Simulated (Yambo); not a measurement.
A G0W0@LDA run in Yambo for SrNH (space group Pnma, No. 62) (2×4×2 Γ-centred k mesh, 243 bands and a 7 Ry block in the screening, 243 bands in G with the Bruneval-Gonze terminator, plasmon pole fitted at 27.2 eV) gives these matrix elements, in eV, at the band edges (Γ → (0, -0.5, 0)):

```csv
state,E0,<Vxc>,<Σx>,<Σc(E0)>,Z
valence edge,0.000,-15.787,-19.330,2.821,0.780
conduction edge,1.852,-9.905,-5.100,-3.754,0.836
```

**Question.** Solve the linearised quasiparticle equation for both states, give the gap, and say how exchange and correlation each act on it.

**Answer.** E = E0 + Z(Σx + Σc − Vxc). Valence: 0.000 + 0.780 × (-19.330 + (2.821) − (-15.787)) = -0.56 eV. Conduction: 1.852 + 0.836 × (-5.100 + (-3.754) − (-9.905)) = 2.73 eV. The gap is 3.29 eV, against 1.85 eV in LDA. Replacing Vxc by bare exchange alone would open it by 8.35 eV; correlation takes back 6.58 eV of that, and Z scales what is left. Nearest settings tried, and what they do to the gap: 158 bands in G: +4 meV; 6 Ry block (279 vectors against 371): -55 meV; 1×2×2 mesh: -151 meV. Not varied: bands in W. So the settings aren't converged at that level. 

Geometry of the Materials Project entry, not relaxed at this level; primitive cell a = 7.542 Å, b = 3.953 Å, c = 5.600 Å, α = 90.00°, β = 90.00°, γ = 90.00°.

The structure is a Materials Project entry; no match was found in the copy of COD used, and its stability was not checked.
